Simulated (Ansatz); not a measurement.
Task: Name crystals whose computed values (DFT-PBE in the program Ansatz with PAW potentials) fall in these windows: electron conductivity mass (mₑ) 0.46 to 0.65; gap (eV) 0.86 to 1.2.

Result: 

```tsv
crystal	electron conductivity mass (mₑ)	gap (eV)
Sn3O4, Pbam (Sn on 4h, Sn on 2c, O on 4g, O on 4h)	0.55	1.04
```
Others may fit too.

Typed or built starts, not in the databases checked: Sn3O4, Pbam (Sn on 4h, Sn on 2c, O on 4g, O on 4h). The cell was relaxed under the symmetry of its start. Scalar-relativistic: spin–orbit coupling is off unless named, which matters more the heavier the elements.

Potentials: the earlier of the program's two PAW sets.
